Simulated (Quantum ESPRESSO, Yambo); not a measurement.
K$_{2}$Se under isotropic strain

```
K2Se
1.0
    0.00000     3.80429     3.80429
    3.80429     0.00000     3.80429
    3.80429     3.80429     0.00000
K Se
2 1
Cartesian
  1.90214   1.90214   1.90214
  5.70643   5.70643   5.70643
  0.00000   0.00000   0.00000
```

K2Se (anti-fluorite, space group Fm-3m, No. 225) under isotropic strain (on all lattice vectors), counted from the cell relaxed with PBEsol, atoms relaxed at each step. norm-conserving PBEsol (Quantum ESPRESSO, 86 Ry, scalar-relativistic); G0W0 and BSE in Yambo (4×4×4 Γ-centred k mesh, bands 6 to 158 and a 7 Ry block in the screening, 158 bands in G with the Bruneval-Gonze terminator, plasmon pole fitted at 27.2 eV; BSE 6×6×6 mesh, 3 valence and 9 conduction bands, static screening with 58 bands and a 4 Ry block, scissor from each state's G0W0).

```json
[
 {"strain (%)": "-3", "pressure (GPa)": "2.0", "PBEsol gap (eV)": "2.30", "kind": "indirect", "G0W0 direct gap (eV)": "4.57 at Γ", "lowest vertical BSE state (eV)": "not resolved", "RPA ε∞ along x": "–"},
 {"strain (%)": "-1.5", "pressure (GPa)": "0.9", "PBEsol gap (eV)": "2.21", "kind": "near tie", "G0W0 direct gap (eV)": "4.42 at Γ", "lowest vertical BSE state (eV)": "not resolved", "RPA ε∞ along x": "–"},
 {"strain (%)": "-0.7", "pressure (GPa)": "0.4", "PBEsol gap (eV)": "2.16", "kind": "near tie", "G0W0 direct gap (eV)": "4.34 at Γ", "lowest vertical BSE state (eV)": "not resolved", "RPA ε∞ along x": "–"},
 {"strain (%)": "0", "pressure (GPa)": "0.0", "PBEsol gap (eV)": "2.11", "kind": "near tie", "G0W0 direct gap (eV)": "4.28 at Γ", "lowest vertical BSE state (eV)": "not resolved", "RPA ε∞ along x": "–"},
 {"strain (%)": "+1", "pressure (GPa)": "-0.5", "PBEsol gap (eV)": "2.05", "kind": "near tie", "G0W0 direct gap (eV)": "4.17 at Γ", "lowest vertical BSE state (eV)": "not resolved", "RPA ε∞ along x": "–"},
 {"strain (%)": "+2", "pressure (GPa)": "-0.9", "PBEsol gap (eV)": "1.99", "kind": "near tie", "G0W0 direct gap (eV)": "4.08 at Γ", "lowest vertical BSE state (eV)": "not resolved", "RPA ε∞ along x": "–"}
]
```

Between -0.7 % and +1 % the direct gap at Γ has a volume deformation potential dE/dlnV of -3.4 eV in G0W0 and -2.9 eV in PBEsol.

GW, BSE and RPA settings are held fixed; their convergence isn't established. «Near tie»: competing band extrema lie within 0.03 eV. Strains are linear. The screening block changes size along the series (229 vectors at -3 %, 259 vectors at -1.5 %, 283 vectors at -0.7 %, 283 vectors at +0 %, 283 vectors at +1 %, 283 vectors at +2 %), which puts steps into the G0W0 values. Spin-orbit splittings are left out.

The standard potential for Se keeps a d shell in the valence without the s and p states of that shell. In tests on such compounds this moved G0W0 gaps by up to about 0.9 eV, so absolute quasiparticle energies here are unreliable; differences between settings are what counts.
